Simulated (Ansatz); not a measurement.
An Ansatz input and the part of its output that reports the observables at the nuclei.

The start is a computed structure from the Materials Project (it need not be an observed phase).

```yaml
crystal:
  lattice:
    - [4.4473559477, 0.0, 0.0]
    - [0.2096037193, 5.9793692422, 0.0]
    - [0.2062046076, 0.290785793, 7.6999001141]
  atoms:
    - { symbol: Mg, position: [0.5, 0.0, 0.5] }
    - { symbol: V, position: [0.0, 0.5, 0.5], spin: 2.0 }
    - { symbol: V, position: [0.5, 0.0, 0.0], spin: 2.0 }
    - { symbol: C, position: [0.993831, 0.129393, 0.250131] }
    - { symbol: C, position: [0.498945, 0.357986, 0.743233] }
    - { symbol: C, position: [0.501055, 0.642014, 0.256767] }
    - { symbol: C, position: [0.006169, 0.870607, 0.749869] }
    - { symbol: O, position: [0.863333, 0.195108, 0.396933] }
    - { symbol: O, position: [0.850592, 0.135872, 0.11077] }
    - { symbol: O, position: [0.74793, 0.454407, 0.719503] }
    - { symbol: O, position: [0.725087, 0.939224, 0.747506] }
    - { symbol: O, position: [0.660676, 0.691975, 0.395006] }
    - { symbol: O, position: [0.603514, 0.700891, 0.106645] }
    - { symbol: O, position: [0.396486, 0.299109, 0.893355] }
    - { symbol: O, position: [0.339324, 0.308025, 0.604994] }
    - { symbol: O, position: [0.274913, 0.060776, 0.252494] }
    - { symbol: O, position: [0.25207, 0.545593, 0.280497] }
    - { symbol: O, position: [0.149408, 0.864128, 0.88923] }
    - { symbol: O, position: [0.136667, 0.804892, 0.603067] }
magnetization:
  spin_polarized: true
kpoints:
  mp_grid: { grid: [6, 4, 3] }
scf:
  occupations: { method: fermi_dirac, width: 0.02 }
hamiltonian:
  xc: pbe
  pseudopotentials: { kind: paw }
output:
  forces: true
  stress: true
  populations: true
  efg:
    quadrupole_moments_barn: { Mg: 0.1994, V: -0.052, O: -0.02558 }
    contact_densities: true
relax:
  f_tol: 0.02
  max_steps: 60
```

```sh
ansatz run input.yaml --threads 2 --pin off --max-ram 5120MiB --backend cpu --events-out ev --progress --plain --runs-dir out
```

The run relaxes the ions first, and the block belongs to the relaxed positions.

Of the output, the block on the nuclei alone is shown; the set-up, the SCF iterations, energies, forces and stress are cut. One atom of each set with nearly equal values is shown.

```
--- PAW observables at the nuclei: V_zz in 10²¹ V/m², potentials from the cell's mean, atoms counted from 1 ---
  atom   1  Mg V_zz =    -0.630774   η = 0.6998   by run symmetry: allowed   C_q = -3.0413 MHz
            electrostatic potential = -1099.749063 V   contact ρ = 7795.369820 e/Å³   contact ρ_s (e/Å³): all electrons +0.050043, valence +0.050181
  atom   2  V  V_zz =    -5.621045   η = 0.5041   by run symmetry: allowed   C_q = +7.0676 MHz
            electrostatic potential = -2686.132329 V   contact ρ = 65997.949043 e/Å³   contact ρ_s (e/Å³): all electrons -1.793824, valence +1.389018
  atom   3  V  V_zz =    -5.314896   η = 0.3248   by run symmetry: allowed   C_q = +6.6827 MHz
            electrostatic potential = -2686.152205 V   contact ρ = 65997.964529 e/Å³   contact ρ_s (e/Å³): all electrons -1.724932, valence +1.371805
  atom   4  C  V_zz =    +2.343023   η = 0.2523   by run symmetry: allowed
            electrostatic potential = -408.275420 V   contact ρ = 867.090789 e/Å³   contact ρ_s (e/Å³): all electrons +0.106982, valence +0.118721
  atom   5  C  V_zz =    +2.544510   η = 0.4848   by run symmetry: allowed
            electrostatic potential = -408.311239 V   contact ρ = 867.220911 e/Å³   contact ρ_s (e/Å³): all electrons +0.195973, valence +0.213584
  atom   8  O  V_zz =   -13.382644   η = 0.9246   by run symmetry: allowed   C_q = +8.2775 MHz
            electrostatic potential = -619.373797 V   contact ρ = 2155.762245 e/Å³   contact ρ_s (e/Å³): all electrons +0.012753, valence +0.022237
  atom   9  O  V_zz =   -13.010532   η = 0.8803   by run symmetry: allowed   C_q = +8.0473 MHz
            electrostatic potential = -619.724713 V   contact ρ = 2155.929711 e/Å³   contact ρ_s (e/Å³): all electrons -0.038285, valence -0.034457
  atom  10  O  V_zz =   +11.320117   η = 0.9786   by run symmetry: allowed   C_q = -7.0017 MHz
            electrostatic potential = -619.484944 V   contact ρ = 2156.620979 e/Å³   contact ρ_s (e/Å³): all electrons +0.003384, valence -0.017182
  atom  11  O  V_zz =   +11.326948   η = 0.3866   by run symmetry: allowed   C_q = -7.0060 MHz
            electrostatic potential = -619.242423 V   contact ρ = 2156.295135 e/Å³   contact ρ_s (e/Å³): all electrons -0.030880, valence -0.045486
  atom  12  O  V_zz =   +12.477806   η = 0.9913   by run symmetry: allowed   C_q = -7.7178 MHz
            electrostatic potential = -619.210606 V   contact ρ = 2155.929982 e/Å³   contact ρ_s (e/Å³): all electrons -0.049802, valence -0.079123
  atom  13  O  V_zz =   -12.500915   η = 0.8553   by run symmetry: allowed   C_q = +7.7321 MHz
            electrostatic potential = -619.737854 V   contact ρ = 2156.770984 e/Å³   contact ρ_s (e/Å³): all electrons +0.013678, valence -0.004212
```

The relaxation (6 steps) took 10 min of wall time (20 min of CPU time) and 1.6 GiB at its peak, on 2 threads of Intel Xeon Processor @ 2.50GHz (Skylake/Cascade Lake) (x86_64; 62 cores open to the job, memory cap 5.0 GiB, no GPU), a shared host with a load of 0.9 a core.

With a gap of 0.13 eV under a smearing of 0.02 eV the band edges are partly filled, so small gradients can hang on the smearing and the k-mesh. All moments are parallel here, as the start or the cell imposes; many such compounds order antiparallel, where fields and spin densities carried over to other atoms largely cancel. The magnetic order is the one that the run reached from its start moments, not necessarily the measured one.
